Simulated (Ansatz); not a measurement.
BaTe:
```
CELL_PARAMETERS angstrom
      0.00000     3.53167     3.53167
      3.53167     0.00000     3.53167
      3.53167     3.53167     0.00000
ATOMIC_POSITIONS crystal
  Ba 0.00000 0.00000 0.00000
  Te 0.50000 0.50000 0.50000
```

r²SCAN (plane waves, PAW; program Ansatz) gives a gap of 2.00 eV without spin–orbit coupling, maximum at Γ, minimum at X.

Q: What happens when spin–orbit coupling is switched on?

A: The gap falls by 0.26 eV, to 1.74 eV; maximum at Γ, minimum at X.

Q: How large is the spin–orbit splitting of the valence top at Γ?

A: The fourfold level lies 0.82 eV above the split-off pair.

Q: Give the electron effective mass with spin–orbit coupling.

A: 0.28, 0.28, 1.3 mₑ (principal values).

Q: Give the hole effective mass with spin–orbit coupling, band 1 of 2 at the edge.

A: 1.3 along [100], 0.69 along [110], 0.56 along [111] (mₑ).

Q: Give the hole effective mass with spin–orbit coupling, band 2 of 2 at the edge.

A: 0.22 along [100], 0.26 along [110], 0.29 along [111] (mₑ).

Space group Fm-3m (rock salt). The r²SCAN relaxation kept the symmetry of its start; of distortions, only those at the zone centre were tested.

Potentials: the later of the program's two PAW sets.
